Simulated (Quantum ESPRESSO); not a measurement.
```
CELL_PARAMETERS angstrom
      4.82971     0.00000     0.00000
     -2.41486     4.18265     0.00000
      0.00000     0.00000     7.98289
ATOMIC_POSITIONS crystal
  Mg 0.66667 0.33333 0.37504
  Mg 0.33333 0.66667 0.62496
  Sr 0.00000 0.00000 0.00000
  Bi 0.66667 0.33333 0.74673
  Bi 0.33333 0.66667 0.25327
```

The geometry is that of Materials Project entry mp-1069695, symmetrised and not relaxed again.

Q: What does LDA (pw.x of Quantum ESPRESSO, ONCV potentials, without SOC) give for the electronic structure near the Fermi level?

A: The LDA gap is direct, 0.36 eV at Γ. Spin-orbit coupling is left out; with 6p states at a band edge it can lower the gap by many tenths of an eV, most of a small gap.

The structure is a Materials Project entry; no match was found in the copy of COD used, and its stability was not checked.
